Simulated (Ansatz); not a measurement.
# FeGe: ⁵⁷Fe Mössbauer parameters

Cell: a structure deposited in the COD.

```cif
data_FeGe
_symmetry_space_group_name_H-M 'P2_13'
_symmetry_Int_Tables_number 198
_cell_length_a 4.6890
_cell_length_b 4.6890
_cell_length_c 4.6890
_cell_angle_alpha 90.000
_cell_angle_beta 90.000
_cell_angle_gamma 90.000
loop_
_atom_site_label
_atom_site_type_symbol
_atom_site_symmetry_multiplicity
_atom_site_Wyckoff_symbol
_atom_site_fract_x
_atom_site_fract_y
_atom_site_fract_z
Fe Fe 4 a 0.1350 0.1350 0.1350
Ge Ge 4 a 0.8420 0.8420 0.8420
```

One atom of each set is listed.

The numbers come from a DFT calculation in Ansatz (PBE, plane waves and PAW, scalar-relativistic, collinear spin, 420 eV cutoff, Γ-centred 7×7×7 k-points, Fermi–Dirac smearing 0.05 eV). Start moments as typed (μB): 3 on each Fe, none on the rest.

Isomer shifts (against α-Fe) follow from the electron density at the nucleus, δ = α(ρ − ρ₀), with α = -0.366 mm s⁻¹ a₀³ and ρ₀ = 14904.00 a₀⁻³ from a line fitted to 10 measured compounds at this level of theory (rms miss 0.11 mm/s). ΔE_Q = ½eQV_zz(1 + η²/3)^½ with Q = 0.160 b for the 14.4 keV state. B_c is the Fermi-contact field along the atom's own moment; orbital and dipolar fields are not included.

Problem. What would the ⁵⁷Fe spectrum's parameters be?

Solution. 

```
site  atoms                          first shell  ρ − ρ₀ (a₀⁻³)  δ (mm/s)  ΔE_Q (mm/s)     η  |m| (μB)  B_c (T)
  Fe      4  7 Ge at 2.38–2.64 Å, 6 Fe at 2.87 Å          -1.56      0.57        -0.06  0.00      1.18    -12.0
```



The run finds no gap above 0.1 eV (a metal, or nearly one), so the gradients can move by 10 % or more with the k-mesh. With these PAW files V_zz is typically within 2 to 3 % of all-electron values, but misses above 10 % occur on Fe. The run lost most of its start moments on Fe; a state with other moments may lie lower. The magnetic order is the one that the run reached from its start moments, not necessarily the measured one. Semilocal functionals underestimate the core's spin polarisation, so contact fields of ionic iron come out too small in magnitude.

The run took 1.7 min of wall time (1.7 min of CPU time) and 0.64 GiB at its peak, on 1 thread of Intel Xeon Platinum 8175M CPU @ 2.50GHz (Skylake/Cascade Lake) (x86_64; 8 cores open to the job, memory cap 3.0 GiB, no GPU), a shared host with a load of 0.7 a core.
